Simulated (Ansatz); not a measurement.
**Ansatz 0.2.0, relaxation: CaIn$_{4}$Pd**

input.yaml:

```yaml
crystal:
  lattice:
    - [4.39331, 0.0, 0.0]
    - [2.196655, -8.260041, 0.0]
    - [0.0, 0.0, -7.281254]
  atoms:
    - { symbol: Pd, position: [0.776, 0.448, 0.75] }
    - { symbol: Pd, position: [0.224, 0.552, 0.25] }
    - { symbol: In, position: [0.927, 0.146, 0.75] }
    - { symbol: In, position: [0.073, 0.854, 0.25] }
    - { symbol: In, position: [0.5, 0.0, 0.0] }
    - { symbol: In, position: [0.5, 0.0, 0.5] }
    - { symbol: Ca, position: [0.118, 0.764, 0.75] }
    - { symbol: Ca, position: [0.882, 0.236, 0.25] }
    - { symbol: In, position: [0.3154, 0.3692, 0.953] }
    - { symbol: In, position: [0.6846, 0.6308, 0.453] }
    - { symbol: In, position: [0.6846, 0.6308, 0.047] }
    - { symbol: In, position: [0.3154, 0.3692, 0.547] }
  symmetry: { tolerance: 0.0003 }
kpoints:
  mp_grid: { grid: [5, 5, 3], shift: [0, 0, 0] }
magnetization:
  spin_polarized: false
scf:
  occupations: { method: fermi_dirac }
  lower_state_search: "off"
hamiltonian:
  pseudopotentials: { kind: paw }
  xc: r2scan
basis:
  ecutwfc: 500
  fft_grid_basis: typed
relax:
  max_steps: 60
  f_tol: 0.03
output:
  forces: true
  stress: true
  eigenvalues: true
  populations: true
  elf: true
  write_potential: true
  volumetric_format: npy
  dos:
    e_range: [-12, 8]
    de: 0.05
    projected: { site_lists: { Ca: [Ca], In: [In], Pd: [Pd] } }
  write_density: true
  bader: false
checkpoint:
  read: saved_state
```

The command:

```bash
ansatz run input.yaml --threads 2 --pin off --max-ram 2560MiB --backend cpu --events-out ev --progress --plain --runs-dir out
```

Origin of the cell: a known structure type with other elements, at an estimated volume, so it need not be a known compound.

The smearing width isn't typed, so it takes its default of 0.1 eV.

The saved state is a converged single point of the same cell.

Steps:

```json
{"step": "1", "ΔF (meV/atom)": "0.0", "max force component (eV/Å)": "1.428", "SCF iterations": "7", "step was": "accepted"}
{"step": "2", "ΔF (meV/atom)": "-20.1", "max force component (eV/Å)": "0.364", "SCF iterations": "7", "step was": "accepted"}
{"step": "3", "ΔF (meV/atom)": "-23.3", "max force component (eV/Å)": "0.048", "SCF iterations": "7", "step was": "accepted"}
{"step": "4", "ΔF (meV/atom)": "-23.3", "max force component (eV/Å)": "0.011", "SCF iterations": "7", "step was": "accepted"}
```

Step 1, with forces in eV/Å:

```xyz
12
Lattice="4.393 0.000 0.000 2.197 -8.260 0.000 0.000 0.000 -7.281" Properties=species:S:1:pos:R:3:forces:R:3 pbc="T T T" step=1
Pd    4.393   -3.700   -5.461    0.000   -1.079    0.000
Pd    2.197   -4.560   -1.820    0.000    1.079    0.000
In    4.393   -1.206   -5.461    0.000    1.428    0.000
In    2.197   -7.054   -1.820    0.000   -1.428    0.000
In    2.197    0.000    0.000    0.000    0.000    0.000
In    2.197    0.000   -3.641    0.000    0.000    0.000
Ca    2.197   -6.311   -5.461    0.000    0.277    0.000
Ca    4.393   -1.949   -1.820    0.000   -0.277    0.000
In    2.197   -3.050   -6.939    0.000    0.273   -0.108
In    4.393   -5.210   -3.298    0.000   -0.273   -0.108
In    4.393   -5.210   -0.342    0.000   -0.273    0.108
In    2.197   -3.050   -3.983    0.000    0.273    0.108
```

Step 2, with forces in eV/Å:

```xyz
12
Lattice="4.393 0.000 0.000 2.197 -8.260 0.000 0.000 0.000 -7.281" Properties=species:S:1:pos:R:3:forces:R:3 pbc="T T T" step=2
Pd    4.393   -3.685   -5.461    0.000    0.021    0.000
Pd    2.197   -4.575   -1.820    0.000   -0.021    0.000
In    4.393   -1.011   -5.461    0.000   -0.364    0.000
In    2.197   -7.249   -1.820    0.000    0.364    0.000
In    2.197    0.000    0.000    0.000    0.000    0.000
In    2.197    0.000   -3.641    0.000    0.000    0.000
Ca    2.197   -6.197   -5.461    0.000    0.256    0.000
Ca    4.393   -2.063   -1.820    0.000   -0.256    0.000
In    2.197   -2.976   -6.964    0.000   -0.116    0.199
In    4.393   -5.284   -3.324    0.000    0.116    0.199
In    4.393   -5.284   -0.317    0.000    0.116   -0.199
In    2.197   -2.976   -3.958    0.000   -0.116   -0.199
```

Step 3, with forces in eV/Å:

```xyz
12
Lattice="4.393 0.000 0.000 2.197 -8.260 0.000 0.000 0.000 -7.281" Properties=species:S:1:pos:R:3:forces:R:3 pbc="T T T" step=3
Pd    4.393   -3.717   -5.461    0.000   -0.020    0.000
Pd    2.197   -4.543   -1.820    0.000    0.020    0.000
In    4.393   -1.055   -5.461    0.000   -0.014    0.000
In    2.197   -7.205   -1.820    0.000    0.014    0.000
In    2.197    0.000    0.000    0.000    0.000    0.000
In    2.197    0.000   -3.641    0.000    0.000    0.000
Ca    2.197   -6.165   -5.461    0.000    0.015    0.000
Ca    4.393   -2.095   -1.820    0.000   -0.015    0.000
In    2.197   -2.990   -6.934    0.000   -0.016   -0.048
In    4.393   -5.270   -3.293    0.000    0.016   -0.048
In    4.393   -5.270   -0.347    0.000    0.016    0.048
In    2.197   -2.990   -3.988    0.000   -0.016    0.048
```

Step 4, with forces in eV/Å:

```xyz
12
Lattice="4.393 0.000 0.000 2.197 -8.260 0.000 0.000 0.000 -7.281" Properties=species:S:1:pos:R:3:forces:R:3 pbc="T T T" step=4
Pd    4.393   -3.718   -5.461    0.000    0.004    0.000
Pd    2.197   -4.542   -1.820    0.000   -0.004    0.000
In    4.393   -1.057   -5.461    0.000    0.002    0.000
In    2.197   -7.203   -1.820    0.000   -0.002    0.000
In    2.197    0.000    0.000    0.000    0.000    0.000
In    2.197    0.000   -3.641    0.000    0.000    0.000
Ca    2.197   -6.164   -5.461    0.000   -0.004    0.000
Ca    4.393   -2.096   -1.820    0.000    0.004    0.000
In    2.197   -2.992   -6.939    0.000    0.008    0.011
In    4.393   -5.268   -3.298    0.000   -0.008    0.011
In    4.393   -5.268   -0.343    0.000   -0.008   -0.011
In    2.197   -2.992   -3.983    0.000    0.008   -0.011
```

```yaml
Free_energy_lowered_by: 23.3 meV/atom
Final_pressure: 5.08 GPa
Relaxation_steps_listed: 4
```

Caveats: the SCF threshold is looser than advised for a stress; the relaxation held the start's symmetry, so the end may be a saddle point.

It ran for 150 s of wall time on 2 CPU thread(s) of a shared host, from a saved density.
